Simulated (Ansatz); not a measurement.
# One input, then a changed one: GaSb (zincblende type)

First run: DFT, r2SCAN, PAW with Ansatz's default frozen-core files, scalar-relativistic (Ansatz 0.2.0).

Command: `ansatz run input.yaml --threads 1 --pin off --max-ram 2048MiB --backend cpu --events-out ev --progress --plain --runs-dir out` It took 22 s on 1 thread of Arm Neoverse V1 (shared host), peak memory 0.51 GiB.

```yaml
crystal:
  lattice:
    - [0.0, 3.0038638112, 3.0038638112]
    - [3.0038638112, 0.0, 3.0038638112]
    - [3.0038638112, 3.0038638112, 0.0]
  atoms:
    - { symbol: Ga, position: [0.0, 0.0, 0.0] }
    - { symbol: Sb, position: [0.25, 0.25, 0.25] }
kpoints:
  mp_grid: { grid: [12, 12, 12] }
scf:
  occupations: { method: fermi_dirac, width: 0.05 }
hamiltonian:
  xc: r2scan
  pseudopotentials: { kind: paw }
output:
  forces: true
  stress: true
  eigenvalues: true
  populations: true
```

The cell comes from a relaxation on PAW files under the same functional, begun from a prototype that needn't be the stable phase.

This run: volume at 0.94 of the series' base cell.

It converges in 6 SCF iterations at a pressure of 3.81 GPa, cutoff 500 eV.

A second input differs as follows:

```diff
   atoms:
-    - { symbol: Ga, position: [0.0, 0.0, 0.0] }
+    - { symbol: ga, position: [0.0, 0.0, 0.0] }
   occupations: { method: fermi_dirac, width: 0.05 }
+  max_iter: 60
 hamiltonian:
```

Q: What is wrong with it, and what does the program do?

A: The change was made to test an unknown element. The run is refused before any iteration. The log ends:
```
Error: YAML parse error: error: line 7 column 17: `ga` is not an element symbol (H … Og, case-exact)
 --> <input>:7:17
  |
5 |     - [3.0038638112, 3.0038638112, 0.0]
6 |   atoms:
7 |     - { symbol: ga, position: [0.0, 0.0, 0.0] }
  |                 ^ `ga` is not an element symbol (H … Og, case-exact)
8 |     - { symbol: Sb, position: [0.25, 0.25, 0.25] }
9 | kpoints:
  |
```
